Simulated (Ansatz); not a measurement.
Hf3Si2 in space group P4/mbm (No. 127; Hf on 4h, Hf on 2a, Si on 4g) at seven volumes, r²SCAN in the plane-wave PAW code Ansatz, shape and atoms relaxed at each. One row is withheld.

```csv
V (Å³/atom),P (GPa)
16.330,16.48
16.869,10.15
17.407,4.67
17.945,0.00
18.484,-4.18
19.022,-7.80
19.561,?
```

### Question
Fit the shown pressures and predict the withheld one.

### Answer
P = (3/2)B₀(x^(7/2) − x^(5/2))[1 + (3/4)(B′ − 4)(x − 1)] with x = (V₀/V)^(2/3). Least squares on the six rows gives V₀ = 17.939 Å³/atom, B₀ = 148 GPa, B′ = 3.63. At V = 19.561, x = 0.9439 and P = -10.94 GPa. The run itself gave -10.97 GPa.

The workflow started from a Materials Project entry (that database holds measured and hypothetical structures alike); the Crystallography Open Database copy checked does not list it. Its standing as an ambient phase is unchecked. Symmetry was held in the r²SCAN relaxation; its stability against distortions is not shown here. The run is not spin-polarised. Scalar-relativistic: spin–orbit coupling is off unless named, which matters more the heavier the elements.

Potentials: the later of the program's two PAW sets.
